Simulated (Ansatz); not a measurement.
Ta$_{2}$InC in space group P6_3/mmc (No. 194; Ta on 4f, In on 2d, C on 2a) under volume change, PBEsol (plane waves, PAW; program Ansatz), shape and atoms relaxed at each volume.

| V (Å³/atom) | E − E(relaxed) (meV/atom) | P (GPa) |
|---|---|---|
| 13.901 | 88.5 | 22.48 |
| 14.359 | 37.1 | 13.72 |
| 14.818 | 8.7 | 6.30 |
| 15.276 | 0.0 | 0.00 |
| 15.734 | 7.8 | -5.28 |
| 16.192 | 29.3 | -9.64 |
| 16.651 | 62.3 | -13.29 |

What does a third-order Birch–Murnaghan fit give for V₀, B₀ and B′?

V₀ = 15.28 Å³/atom, B₀ = 190 GPa, B′ = 4.8.

The workflow started from a Materials Project entry (that database holds measured and hypothetical structures alike); the Crystallography Open Database copy checked does not list it. Its standing as an ambient phase is unchecked. The PBEsol relaxation kept the symmetry of its start; its stability against distortions is not shown here. The run is not spin-polarised. Spin–orbit coupling is left out wherever it is not named.

Potentials: the later of the program's two PAW sets.
